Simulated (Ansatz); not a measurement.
GaSb: computed property card

GaSb:
```yaml
crystal:
  lattice:
    - [4.42029, 0.00000, 0.00000]
    - [-2.21014, 3.82808, 0.00000]
    - [0.00000, 0.00000, 9.59293]
  atoms:
    - { symbol: Ga, position: [0.50028, 0.00000, 0.66667] }
    - { symbol: Ga, position: [0.00000, 0.50028, 0.33333] }
    - { symbol: Ga, position: [0.49972, 0.49972, 0.00000] }
    - { symbol: Sb, position: [0.50017, 0.00000, 0.16667] }
    - { symbol: Sb, position: [0.00000, 0.50017, 0.83333] }
    - { symbol: Sb, position: [0.49983, 0.49983, 0.50000] }
```

Space group P6_222 (No. 180); conventional cell a = 4.4203 Å, b = 4.4203 Å, c = 9.5929 Å, α = 90.00°, β = 90.00°, γ = 120.00°.

Method: DFT-PBE in the program Ansatz with PAW potentials. Structure relaxed to zero pressure with the same functional. Other levels are named where they apply.

### Cell and energy

| Item | Value |
|---|---|
| Volume per atom | 27.05 Å³ |
| Density | 5.88 g/cm³ |
| Formation energy from the elements (no fitted shifts) | -0.023 eV/atom |

### Electronic structure

| Quantity | Result |
|---|---|
| Electronic character | metallic (no gap) |
| Density of states at the Fermi level | 0.04 states/eV per atom (mean over ±0.08 eV) |

### Mechanics

| Item | Value |
|---|---|
| Bulk modulus (Birch–Murnaghan fit) | 47.4 GPa |
| Pressure derivative B′ | 5.0 |

The cell is a constructed one: a structure type filled with these elements; neither database checked (COD, Materials Project) lists it. It is not the phase usual at ambient conditions (space group No. 216). Symmetry was held in the PBE relaxation; its stability against distortions is not shown here. A small band overlap can be real or an error of a semilocal functional. Point labels and valley counts follow the cell and symmetry of the run, lower than the named group. The references are the lowest solids computed at this level, not always the standard phases. Scalar-relativistic: spin–orbit coupling is off unless named, which matters more the heavier the elements.

Potentials: the later of the program's two PAW sets.
